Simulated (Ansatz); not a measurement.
Zn4Te3S:
```xyz
8
Lattice="4.2523 0.0000 0.0000 0.0000 4.2523 0.0000 0.0000 0.0000 11.9314" Properties=species:S:1:pos:R:3 pbc="T T T"
Zn     2.1262     0.0000    10.7119
S      0.0000     0.0000     0.0000
Zn     0.0000     2.1262     1.2196
Te     2.1262     2.1262     2.7996
Zn     2.1262     0.0000     4.3787
Te     0.0000     0.0000     5.9657
Zn     0.0000     2.1262     7.5528
Te     2.1262     2.1262     9.1318
```

PBE in the plane-wave PAW code Ansatz gives a gap of 0.98 eV without spin–orbit coupling, maximum at Γ, minimum at Γ.

Problem. What happens when spin–orbit coupling is switched on?

Solution. The gap drops by 0.26 eV, to 0.72 eV; maximum at Γ, minimum at Γ.

Problem. Give the electron effective mass with spin–orbit coupling.

Solution. 0.084 mₑ (isotropic).

Problem. Give the hole effective mass with spin–orbit coupling.

Solution. 0.11, 0.11, 0.62 mₑ (principal values).

Space group P-4m2. The start of the workflow was typed in or built on a structure type; neither database checked (COD, Materials Project) lists it. Whether it is the stable phase at ambient conditions was not checked. Symmetry was held in the PBE relaxation; its stability against distortions is not shown here.

Potentials: the earlier of the program's two PAW sets.
